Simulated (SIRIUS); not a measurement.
Set-up for a self-consistent single point of TiO2 (P1, 6 atoms in the cell; from Materials Project mp-34688, changed as shown).

```
CELL_PARAMETERS angstrom
      2.70603    -2.70666     0.00000
      2.70603     2.70666     0.00000
     -2.63353     0.00000     4.79664
ATOMIC_POSITIONS crystal
  Ti 0.13411 0.86589 0.25000
  Ti 0.86589 0.13411 0.75000
  O  0.33122 0.08876 0.66715
  O  0.66878 0.91124 0.33285
  O  0.91863 0.66139 0.83285
  O  0.08876 0.33122 0.16715
```

Level of theory: LDA (PW92), GBRV LDA ultrasoft pseudopotentials (plane waves; SIRIUS).

SIRIUS settings:

```
setting                                                               value
--------------------------------------  -----------------------------------
parameters.ngridk                                                     6 6 5
parameters.xc_functionals                           [XC_LDA_X, XC_LDA_C_PW]
parameters.gk_cutoff                                           6.325 1/bohr
parameters.pw_cutoff                                          14.143 1/bohr
parameters.smearing                                                gaussian
parameters.smearing_width                                    0.000734986 Ha
potentials                              GBRV LDA ultrasoft pseudopotentials
parameters.electronic_structure_method                      pseudopotential
parameters.num_bands                                                     29
parameters.num_mag_dims                                                   0
parameters.num_dft_iter                                                 100
parameters.energy_tol                                              1e-07 Ha
parameters.density_tol                                                1e-06
mixer.type                                                         broyden2
mixer.beta                                                              0.5
mixer.use_hartree                                                     false
```

Results:

* **Number of valence electrons**: 48
* **Number of bands**: 29
* **Number of k-points after the program's reduction**: 92
* **Number of plane waves (most at a k-point)**: 2051
* **Number of SCF iterations**: 20
* **FFT grid**: 36 × 36 × 50
* **Free energy E − TS**: -5012.9564 eV
* **Pressure**: -12.28 GPa
* **Largest force (vector length)**: 0.426 eV/Å

Forces (eV/Å):
```tsv
atom	Fx	Fy	Fz
Ti1	-0.001	0.022	0.021
Ti2	0.010	-0.076	0.000
O3	0.018	-0.174	-0.329
O4	-0.019	0.030	0.319
O5	0.134	0.259	0.311
O6	-0.141	-0.060	-0.323
```

Stress (GPa, positive for compression):
```
-12.35    0.15   -0.91
  0.15  -12.30   -0.37
 -0.91   -0.37  -12.20
```

For comparison: a first run was changed to give this one (atom 5 moved by -0.04 angstrom along y), and from it to this one the free energy stays essentially unchanged (within 1 meV/atom), the pressure goes from -12.43 to -12.28 GPa and the largest force goes from 0.333 to 0.426 eV/Å.

The structure comes from a collection of computed structures, made at another level of theory; the collection holds predicted forms beside known ones.

Cost on one core: around 110 core-seconds (rough).
